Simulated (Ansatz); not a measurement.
## Sc: what symmetry allows forces and stress to be

```
CELL_PARAMETERS angstrom
5.33906 0.00000 0.00000
0.00000 5.33906 0.00000
0.00000 0.00000 3.69140
ATOMIC_POSITIONS crystal
Sc 0.50000 0.50000 0.99516
Sc 0.00000 0.00000 0.99516
Sc 0.50000 0.00000 0.52722
Sc 0.00000 0.50000 0.48246
```

The calculation used Ansatz, DFT PBEsol, scalar-relativistic, plane waves, PAW.

Settings: cutoff 420 eV, Γ-centred mesh 8×8×10 on the computed 4-atom cell, Gaussian smearing of 0.10 eV; no spin polarisation.

This distorted cell has space group P4mm, with 8 operations.

Problem. Without a calculation: in which directions can each atom feel a force?

Solution. A force must be left unchanged by every operation that keeps its atom in place, so it lies in the space that those operations leave fixed. Atoms that the group maps onto each other feel forces of one size.
```
atom site symmetry operations at the site equivalent to atom allowed force (Cartesian)
 Sc1           2mm.                       4                   1   along (0.00, 0.00, 1.00)
 Sc2           2mm.                       4                   1   along (0.00, 0.00, 1.00)
 Sc3            4mm                       8                   3   along (0.00, 0.00, 1.00)
 Sc4            4mm                       8                   4   along (0.00, 0.00, 1.00)
```

That leaves 3 independent force components of 12, tied by 1 condition that the forces sum to zero, so 2 remain. A relaxation in this cell that keeps the symmetry moves the atoms in these directions alone.

Problem. And the stress tensor?

Solution. It must be invariant under the point group, which leaves 2 independent components: yz, xz, xy vanish; xx = yy.

Problem. Do the computed values obey this?

Solution. Yes. Forces (eV/Å):
```
Sc1  0.000  0.000  0.120
Sc2  0.000  0.000  0.120
Sc3  0.000  0.000 -0.350
Sc4  0.000  0.000  0.110
```

Stress (GPa, compression positive, xx yy zz yz xz xy): -4.59 -4.59 -4.78 0.00 0.00 0.00. The program imposes the same operations on density, forces and stress, so this confirms the analysis and is no independent test of the calculation.

This bcc form isn't the element's structure at ambient conditions.